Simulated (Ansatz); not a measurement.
With the program Ansatz at the r²SCAN level (PAW), InP in the cubic phase (Pm-3n; In on 6c, P on 6d) relaxes to a = 7.273 Å. Against the elements it lies at -0.20 eV/atom, with no fitted shifts.

It is gapped at this level: 1.06 eV (direct). The valence maximum lies at Γ and the conduction minimum at Γ. HSE06 on the same cell gives 1.41 eV. Gap from r²SCAN with spin–orbit coupling: 1.02 eV. Electrons at the band edge weigh 0.086 mₑ (isotropic).

The bulk modulus is 52.5 GPa. The relaxed-ion elastic constants in GPa are C11 = 94.1, C12 = 31.9, C44 = 14.6. The elastic constants imply a Debye temperature near 241 K. Bader charges are In +0.98, P -0.98 e.

The start of the workflow was typed in or built on a structure type; neither database checked (COD, Materials Project) lists it. It is not the phase usual at ambient conditions (space group No. 216). The r²SCAN relaxation kept the symmetry of its start; whether a distortion lowers the energy is not shown. The volume moved by 28 % from the start of the relaxation. The references are the lowest solids computed at this level, not always the standard phases. Scalar-relativistic: spin–orbit coupling is off unless named, which matters more the heavier the elements.

Potentials: the earlier of the program's two PAW sets. The files were generated under PBE; for other functionals the program regenerates the frozen cores, and for LDA and PBEsol the local potential too.
